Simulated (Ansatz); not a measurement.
HgS:
```xyz
4
Lattice="4.1577 0.0000 0.0000 -2.0788 3.6007 0.0000 0.0000 0.0000 6.7776" Properties=species:S:1:pos:R:3 pbc="T T T"
Hg     2.0788     1.2002     0.0068
Hg     0.0000     2.4004     3.3956
S      2.0788     1.2002     4.2306
S      0.0000     2.4004     0.8418
```

Relaxed with PBEsol. DFT-PBEsol in the program Ansatz with PAW potentials gives no gap.

What gap does HSE06 give on the same cell (Ansatz, PAW)?

0.49 eV. The hybrid was solved on a coarser mesh and at special points; its gap is the smallest among all of these. On such a mesh it can open a false gap in a semimetal.

| k | v1 PBEsol | c1 PBEsol | v1 HSE06 | c1 HSE06 |
|---|---|---|---|---|
| Γ | 0.00 | 0.00 | 0.00 | 0.49 |
| A | -0.50 | 1.40 | ___ | ___ |
| K | -1.90 | 3.47 | ___ | ___ |
| H | -1.46 | 3.06 | ___ | ___ |
| M | -0.99 | 2.28 | ___ | ___ |
| L | -1.66 | 2.33 | -1.78 | 3.38 |

Top valence (v1) and lowest conduction level (c1) in eV from each method's valence maximum (which need not be a listed point): supply the withheld HSE06 values.


- H, v1 HSE06: -1.56
- H, c1 HSE06: 4.20
- K, v1 HSE06: -2.03
- K, c1 HSE06: 4.66
- A, v1 HSE06: -0.53
- A, c1 HSE06: 2.40
- M, v1 HSE06: -1.06
- M, c1 HSE06: 3.35

Cost on shared cores: the PBEsol run (SCF on a 11×11×6 mesh, then bands and DOS) roughly 60 core-seconds, the HSE06 run (SCF on 6×6×3, then a few points) about 120 core-seconds (a rough figure); the tasks are unlike.

Space group P6_3mc (wurtzite). A made-up cell: these elements were put on the sites of a structure type; the Crystallography Open Database copy checked does not list it. COD files the formula under space group No. 152, 154, 166, 216, so this cell is another polymorph or a model. Whether it is the stable phase at ambient conditions was not checked. The cell was relaxed with PBEsol under the symmetry of its start; of distortions, only those at the zone centre were tested. Scalar-relativistic: spin–orbit coupling is off unless named, which matters more the heavier the elements.

Potentials: the later of the program's two PAW sets.
